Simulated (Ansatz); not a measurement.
One stationary structure of SnS. Space group Fm-3m (No. 225), rock salt type. All values below come from PBEsol (plane waves to 420 eV, PAW, scalar-relativistic; Ansatz, a program for electronic structure).

```cif
data_SSn
_chemical_formula_sum 'Sn1 S1'
_space_group_name_H-M_alt 'P 1'
_space_group_IT_number 1
_cell_length_a 4.06181
_cell_length_b 4.06181
_cell_length_c 4.06181
_cell_angle_alpha 60.000
_cell_angle_beta 60.000
_cell_angle_gamma 60.000
loop_
_space_group_symop_operation_xyz
  'x, y, z'
loop_
_atom_site_label
_atom_site_type_symbol
_atom_site_fract_x
_atom_site_fract_y
_atom_site_fract_z
_atom_site_occupancy
Sn1 Sn 0.50000 0.50000 0.50000 1
S1 S 0.00000 0.00000 0.00000 1
```

**Question.** What band gap does PBEsol give?

**Answer.** 0.30 eV, indirect (valence top at or next to L, conduction bottom at 20 % of the way from L to W) (no spin-orbit coupling).

**Question.** What smallest direct gap does PBEsol give?

**Answer.** 0.36 eV at or next to L.

No spin polarisation in the result.

It was reached from a disturbed copy of a Pmma (No. 51) cell (AFLOW prototype AB_oP4_51_e_f (B19, as in CdAu)), against which it lies -0.21 eV/atom.

The first start was generated by placing the elements on the sites of a structure type. A measured structure of SnS has the same space group, Fm-3m (No. 225); the sites were not compared with it. Another known form has space group No. 62.
